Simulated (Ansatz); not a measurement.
## InMo3C, first-principles data

InMo3C (anti-perovskite, Pm-3m), a = b = c = 4.1724 Å, α = β = γ = 90.00°.

Space group Pm-3m (No. 221), anti-perovskite; conventional cell a = 4.172 Å, b = 4.172 Å, c = 4.172 Å, α = 90.00°, β = 90.00°, γ = 90.00°.

Method: DFT-PBEsol in the program Ansatz with PAW potentials. The cell and atoms are relaxed at this level. Other levels are named where they apply.

Cell and energy:

```
Quantity                                                     Result
-----------------------------------------------------  ------------
Volume per atom                                            14.53 Å³
Density                                                  9.48 g/cm³
Formation energy from the elements (no fitted shifts)  0.13 eV/atom
```

Electronic structure:

```
Quantity                                                                     Value
------------------------------------  --------------------------------------------
Electronic character                                             metallic (no gap)
Density of states at the Fermi level  0.76 states/eV per atom (mean over ±0.08 eV)
Gap with spin–orbit coupling                                       none (metallic)
```

Mechanics:

```
Quantity                                                                       Value
--------------------------------------------  --------------------------------------
Bulk modulus (Birch–Murnaghan fit)                                           241 GPa
Pressure derivative B′                                                           4.4
Elastic constants (relaxed ions, GPa)               C11 = 459, C12 = 133, C44 = 77.0
Mechanical stability                          stable (all eigenvalues of C positive)
Hill bulk and shear moduli                                           242 and 104 GPa
Young's modulus                                                              274 GPa
Poisson's ratio                                                                 0.31
Debye temperature from the elastic constants                                   453 K
```

Phonons:

```
Property                                        Value
-----------------------------  ----------------------
Highest zone-centre frequency               655 cm^-1
Zone-centre stability          no imaginary mode at Γ
```

The start of the workflow was typed in or built on a structure type; neither database checked (COD, Materials Project) lists it. Whether it is the stable phase at ambient conditions was not checked. Symmetry was held in the PBEsol relaxation. No spin polarisation was allowed. As this level gives no gap, shear constants depend on the k-mesh and smearing (Fermi–Dirac, 0.1 eV here). As this level gives no gap, phonon frequencies hold no LO–TO term and depend on the k-mesh and smearing (Fermi–Dirac, 0.1 eV here). The references are the lowest solids computed at this level, not always the standard phases. Spin–orbit coupling is left out wherever it is not named.

Potentials: the earlier of the program's two PAW sets. The files were generated under PBE; for other functionals the program regenerates the frozen cores, and for LDA and PBEsol the local potential too.
